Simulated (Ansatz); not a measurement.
Calculated H-2 nuclear quadrupole resonance for CsLiH4N2

Cell: a Materials Project structure (computed, not necessarily an observed phase), atoms as given.

Space group P6_222 (No. 180); a = 6.5028, c = 8.5108 Å, γ = 120.00°.

```
site  Wyckoff  site symmetry       x       y       z
  Cs       3d            222  0.5000  0.0000  0.5000
  Li       3a            222  0.0000  0.0000  0.0000
   H      12k              1  0.0882  0.6941  0.7880
   N       6j            ..2  0.8594  0.7188  0.5000
```

One atom of each set is listed.

All values are calculated (Ansatz; DFT, PBE, plane waves and PAW, with spin–orbit coupling, 420 eV cutoff, Γ-centred 5×5×4 k-points, Fermi–Dirac smearing 0.02 eV), not measured.

H-2: I = 1, Q = 2.858 mb (year-2017 value). Static lattice, zero field.

Q: Predict the zero-field H-2 lines of each site.

A: For I = 1 the lines are ν± = (3/4)|C_Q|(1 ± η/3) and ν₀ = |C_Q|η/2.

```tsv
site	atoms	V_zz (10²¹ V/m²)	C_Q (MHz)	η	line frequencies (MHz)
H	12	3.80	0.263	0.12	0.0153, 0.189, 0.205
```

At H V_zz points along its bond to N (within 2°).

Hardware: 1 thread of Arm Neoverse V1 (aarch64; 8 cores open to the job, memory cap 2.5 GiB, no GPU), a shared host with a load of 0.6 a core. Wall time 7.9 min, CPU time 7.9 min, peak memory 1.8 GiB.
